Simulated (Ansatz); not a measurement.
**Question.** Each is relaxed and computed with the program Ansatz at the r²SCAN level (PAW). Which alone has a direct gap?
A) Ba2PdO3, Immm (Ba on 4i, Pd on 2a, O on 4i, O on 2d)
B) SrTiO3, cubic perovskite
C) SrO, P6_3/mmc (Sr on 2d, O on 2c)
D) CuLi2Nb4O12, P1 (Pearson symbol aP19)

**Answer.** C, SrO, P6_3/mmc (Sr on 2d, O on 2c). SrO: gap 3.03 eV (direct); SrTiO3: gap 2.26 eV (indirect); Ba2PdO3: gap 0.29 eV (indirect); CuLi2Nb4O12: gap 0.97 eV (indirect). Spin orders computed, not proven ground states: CuLi2Nb4O12, P1 (Pearson symbol aP19) ferromagnetic. Typed or built starts, not in the databases checked: CuLi2Nb4O12, P1 (Pearson symbol aP19). Not the usual ambient phase: SrO, P6_3/mmc (Sr on 2d, O on 2c). Standing as an ambient phase not checked: Ba2PdO3, Immm (Ba on 4i, Pd on 2a, O on 4i, O on 2d). All cells were relaxed under the symmetry of their starts (and spin orders); stability against distortions was not tested throughout. Rows with no word on spin ran without spin polarisation. No Hubbard U is applied. Scalar-relativistic: spin–orbit coupling is off unless named, which matters more the heavier the elements.

Potentials: the later of the program's two PAW sets.
